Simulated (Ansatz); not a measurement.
**TiTe₂: one input, then a changed one**

The cell is COD entry 1008063, as deposited and not checked against the literature; nothing was relaxed.

First run: DFT, PBE, all-electron LAPW, scalar-relativistic (Ansatz 0.2.0).

Command: `ansatz run input.yaml --threads 1 --pin off --max-ram 4096MiB --backend cpu --events-out ev --progress --plain --runs-dir out` The run took 98 s on 1 thread of Arm Neoverse V1, on a shared host, peak memory 0.83 GiB.

```yaml
crystal:
  lattice:
    - [3.7770008876, 0.0, 0.0]
    - [-1.8885004438, 3.2709787188, 0.0]
    - [0.0, 0.0, 6.498]
  atoms:
    - { symbol: Ti, position: [0.0, 0.0, 0.0] }
    - { symbol: Te, position: [0.6666666667, 0.3333333333, 0.2628] }
    - { symbol: Te, position: [0.3333333333, 0.6666666667, 0.7372] }
kpoints:
  mp_grid: { grid: [13, 13, 7] }
  band_path:
    path:
      - [0.0, 0.0, 0.0]
      - [0.5, 0.0, 0.0]
      - [0.3333333333, 0.3333333333, 0.0]
      - [0.0, 0.0, 0.0]
      - [0.0, 0.0, 0.5]
      - [0.5, 0.0, 0.5]
      - [0.3333333333, 0.3333333333, 0.5]
      - [0.0, 0.0, 0.5]
      - [0.5, 0.0, 0.5]
    npoints: 14
scf:
  occupations: { method: fermi_dirac, width: 0.03 }
hamiltonian:
  xc: pbe
  pseudopotentials: { kind: all_electron, lapw: { basis_error: 0.001 } }
output:
  forces: true
  stress: true
  eigenvalues: true
  populations: true
  dos: { projected: true, de: 0.2, e_range: [-14, 8] }
```

Result: converged; pressure 0.93 GPa; largest force 0.030 eV/Å; no gap on the k mesh; 8 SCF iterations.

Spin–orbit coupling is left out, though it moves levels of the heavy atoms by tenths of an eV or more.

A second input differs as follows:

```diff
@@ -24,4 +24,6 @@
 scf:
   occupations: { method: fermi_dirac, width: 0.03 }
+  mixing: { algorithm: anderson, beta: 1.5, ndim: 1, preconditioner: none }
+  max_iter: 80
 hamiltonian:
   xc: pbe
@@ -32,4 +34,3 @@
   eigenvalues: true
   populations: true
-  dos: { projected: true, de: 0.2, e_range: [-14, 8] }
```

Problem. What is wrong with it, and what does the program do?

Solution. The fault is mixing far too strong. The run refused before any iteration. The log ends:
```
Error: invalid value for `scf.mixing.beta`: must be finite and in (0, 1]; got 1.5
```
